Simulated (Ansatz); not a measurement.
# EuCuO2 (R-3m): majority and minority states

The geometry is a structure as deposited in COD, held fixed and not relaxed.

Settings: LDA, 9×9×9 k mesh, Fermi–Dirac smearing of 0.03 eV. LAPW is all-electron LAPW in Ansatz 0.2.0. Site moments are integrated in spheres about the atoms.

The input and its command:

```yaml
crystal:
  lattice:
    - [1.815, 1.0478907386, 5.69]
    - [-1.815, 1.0478907386, 5.69]
    - [0.0, -2.0957814772, 5.69]
  atoms:
    - { symbol: Eu, position: [0.5, 0.5, 0.5], spin: 6.0 }
    - { symbol: Cu, position: [0.0, 0.0, 0.0] }
    - { symbol: O, position: [0.108, 0.108, 0.108] }
    - { symbol: O, position: [0.892, 0.892, 0.892] }
magnetization:
  spin_polarized: true
kpoints:
  mp_grid: { grid: [9, 9, 9] }
scf:
  occupations: { method: fermi_dirac, width: 0.03 }
hamiltonian:
  xc: lda
  pseudopotentials: { kind: all_electron, lapw: { basis_error: 0.001 } }
output:
  forces: true
  stress: true
  eigenvalues: false
  populations: true
  dos: { projected: true, de: 0.1, e_range: [-8, 5] }
```

Command: `ansatz run input.yaml --threads 2 --pin off --max-ram 6144MiB --backend cpu --events-out ev --progress --plain --runs-dir out`

Question: Give the density of states by spin, smoothed by a Gaussian of 0.15 eV.

Answer: 
| E − E_F (eV) | majority (states/eV/cell) | minority (states/eV/cell) |
| --- | --- | --- |
| -7.00 | 0.00 | 0.00 |
| -6.70 | 0.00 | 0.00 |
| -6.40 | 0.00 | 0.00 |
| -6.10 | 0.04 | 0.04 |
| -5.80 | 0.33 | 0.31 |
| -5.50 | 1.17 | 1.13 |
| -5.20 | 1.39 | 1.38 |
| -4.90 | 0.44 | 0.48 |
| -4.60 | 0.98 | 0.86 |
| -4.30 | 2.58 | 2.65 |
| -4.00 | 2.59 | 2.57 |
| -3.70 | 2.82 | 2.56 |
| -3.40 | 2.63 | 2.47 |
| -3.10 | 3.26 | 3.03 |
| -2.80 | 1.64 | 2.03 |
| -2.50 | 0.47 | 0.78 |
| -2.20 | 1.00 | 1.26 |
| -1.90 | 3.08 | 3.44 |
| -1.60 | 3.43 | 2.99 |
| -1.30 | 4.06 | 2.73 |
| -1.00 | 4.46 | 4.68 |
| -0.70 | 4.47 | 1.24 |
| -0.40 | 11.20 | 0.02 |
| -0.10 | 5.39 | 0.00 |
| 0.20 | 2.39 | 0.00 |
| 0.50 | 0.12 | 0.00 |
| 0.80 | 0.00 | 0.00 |
| 1.10 | 0.00 | 0.00 |
| 1.40 | 0.00 | 0.00 |
| 1.70 | 0.00 | 0.00 |
| 2.00 | 0.02 | 0.02 |
| 2.30 | 0.26 | 0.38 |
| 2.60 | 1.33 | 1.96 |
| 2.90 | 1.33 | 0.92 |
| 3.20 | 0.35 | 0.20 |
| 3.50 | 0.04 | 3.58 |
| 3.80 | 0.07 | 11.97 |
| 4.10 | 0.71 | 7.25 |
| 4.40 | 1.86 | 0.48 |
Site moments (μB): Eu1 6.09, Cu2 -0.09, O3 -0.09, O4 -0.09. Cell moment 6.00 μB.

Question: How large is the spin polarisation of the states at the Fermi level?

Answer: (N↑ − N↓)/(N↑ + N↓) = +100 %, from 6.27 and 0.00 states/eV; these are averaged over the run's smearing, not the smoothing of the table, and they move with the mesh.

Löwdin populations of d and f shells (filled inner shells left out):

```tsv
shell	up	down
Eu1 5d	0.91	0.83
Eu1 4f	6.29	0.11
Cu2 3d	4.76	4.84
```

Without U a semilocal functional puts the f levels too near the Fermi level, which can change moments and the order of magnetic states; site and cell moments are spin moments. Spin–orbit coupling is left out although heavy atoms are present. With open f shells a run can end in a state that isn't the lowest. The magnetic state is the one that this cell and start allow. It needn't be the compound's measured order, which may need a larger cell or be absent.
